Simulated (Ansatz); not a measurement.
Two-dimensional strain map in Pt

Method: Ansatz, DFT r2SCAN, scalar-relativistic, plane waves, PAW. Settings: plane waves to 500 eV, k-mesh 22×22×22 (Γ-centred), Gaussian smearing 0.15 eV. Spin–orbit coupling is left out, which can shift energies with elements as heavy as these. No spin polarisation. Energies are free energies at this smearing, counted from the undisturbed cell; pressure is positive in compression.

Reference structure (as given, not relaxed at this level; it stands at -6.5 GPa; this bcc form isn't the usual structure):

```
Pt
1.0
    -1.58422    1.58422    1.58422
     1.58422   -1.58422    1.58422
     1.58422    1.58422   -1.58422
Pt
1
Direct
  0.00000 0.00000 0.00000
```

The cell is strained by p along both x and y and by q along z, fractional coordinates fixed. Points are written (p, q).

Energy above the undisturbed cell in meV/atom (a dash: not computed):

| p \ q | -0.030 | -0.015 | 0.000 | 0.015 | 0.030 |
| --- | --- | --- | --- | --- | --- |
| -0.030 | 46.9 | 22.2 | 3.2 | -10.3 | -18.6 |
| -0.015 | 5.1 | -4.5 | -9.4 | -9.7 | -5.7 |
| 0.000 | -11.7 | -7.8 | 0.0 | 11.5 | 26.4 |
| 0.015 | -6.9 | 9.2 | 28.3 | – | 75.1 |
| 0.030 | 16.9 | 43.6 | 72.9 | 104.3 | 137.8 |

Pressure in GPa:

```csv
p \ q,-0.030,-0.015,0.000,0.015,0.030
-0.030,19.8,14.5,9.6,5.0,0.9
-0.015,9.5,5.0,0.8,-3.0,-6.5
0.000,0.8,-3.0,-6.5,-9.7,-12.6
0.015,-6.5,-9.7,-12.6,–,-17.7
0.030,-12.6,-15.3,-17.7,-19.9,-21.8
```